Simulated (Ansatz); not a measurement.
Notes on NaTl4P3

```
Na Tl P
1.0
     2.32728    4.03097    0.00000
    -2.32728    4.03097    0.00000
     0.00000   -2.68731   12.22791
Na Tl P
1 4 3
Direct
  0.50000 0.50000 0.50000
  0.09206 0.09206 0.27618
  0.90794 0.90794 0.72382
  0.30060 0.30060 0.90180
  0.69940 0.69940 0.09820
  0.22599 0.22599 0.67797
  0.77401 0.77401 0.32203
  0.00000 0.00000 0.00000
```

Level: r2SCAN, no spin polarisation; 500 eV; 8×8×8 Γ-centred mesh; fermi-dirac occupations (width 0.1 eV); Ansatz 0.2.0, fixed geometry.

Question: Is there a gap?

Answer: It is a metal, with about 4.6 states/eV a cell as the mean within 0.25 eV of the Fermi level, mostly P p (42 %), Tl s (23 %) and Tl p (23 %).

Question: Is the cell too large or too small?

Answer: The pressure is 0.4 GPa (compression positive), so with the atoms held at these fractions the cell is close to zero pressure; the forces are large, so a full relaxation may end otherwise.

Question: What is the formation energy?

Answer: 0.18 eV an atom against the elements' usual phases (free molecules for gases, crystals otherwise, with no correction for O₂ or N₂), so at this geometry it isn't bound against them. Relaxing would lower it.

Question: Which element gives electrons and which takes them?

Answer: Bader charges in e: Na +0.86, Tl +0.35 to +0.41, P -0.85 to -0.69. In the mean Na gives up most and P takes most.

Question: Which atom feels the largest force, and which way?

Answer: The largest is on P7 (and as large on other atoms): 0.82 eV/Å, components (0.00, 0.00, 0.82). It makes 180° with the line to a nearest neighbour, Tl5 at 2.74 Å, pointing away from it.

Origin: a known structure type with other elements, at an estimated volume, so it need not be a known compound. Caveats: many states at the Fermi level without spin polarisation, so a magnetic state may lie lower.
